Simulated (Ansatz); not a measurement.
The end point of a relaxation of BaYAgTe3. Computed with r2SCAN (plane waves to 500 eV, PAW, scalar-relativistic; Ansatz, a program for electronic structure).

```xyz
12
Lattice="2.2656 -7.5539 0.0000 2.2656 7.5539 0.0000 0.0000 0.0000 11.4979" Properties=species:S:1:pos:R:3 pbc="T T T"
Ba     2.2656    -3.8517     2.8745
Ba     2.2656     3.8517     8.6234
Y      0.0000     0.0000     0.0000
Y      0.0000     0.0000     5.7490
Ag     2.2656     0.4673     2.8745
Ag     2.2656    -0.4673     8.6234
Te     2.2656    -2.0807    10.9020
Te     2.2656     2.0807     0.5959
Te     2.2656     2.0807     5.1530
Te     2.2656    -2.0807     6.3449
Te     2.2656     6.3534     2.8745
Te     2.2656    -6.3534     8.6234
```

**Question.** Determine the symmetry and give the standard cell with its independent sites.

**Answer.** Space group Cmcm (No. 63); a = 4.5312 Å, b = 15.1077 Å, c = 11.4979 Å, α = 90.00°, β = 90.00°, γ = 90.00°

```csv
atom,site,symmetry,x,y,z
Ba,4c,m2m,0.0000,0.2450,0.7500
Y,4a,2/m..,0.0000,0.0000,0.0000
Ag,4c,m2m,0.0000,0.4691,0.2500
Te,8f,m..,0.0000,0.3623,0.0518
Te,4c,m2m,0.0000,0.0795,0.2500
```

**Question.** Give the shortest distances between elements (the closest pairs, up to four, under 3.6 Å).

**Answer.** Ag–Te 2.79 Å; Te–Y 3.12 Å; Ba–Te 3.49 Å.

| Property | Value |
|---|---|
| Volume per atom | 32.80 Å³ |
| Band gap | 1.10 eV, indirect (valence top at Γ, conduction bottom at Y) (no spin-orbit coupling) |
| Smallest direct gap | 1.38 eV at Y |

No spin polarisation in the result. Without spin-orbit coupling the bands of the heavy element are not split, so the gap can be far off.

The run could not lose the symmetry of its start; a randomly shaken copy of 12 atoms returns to this structure.
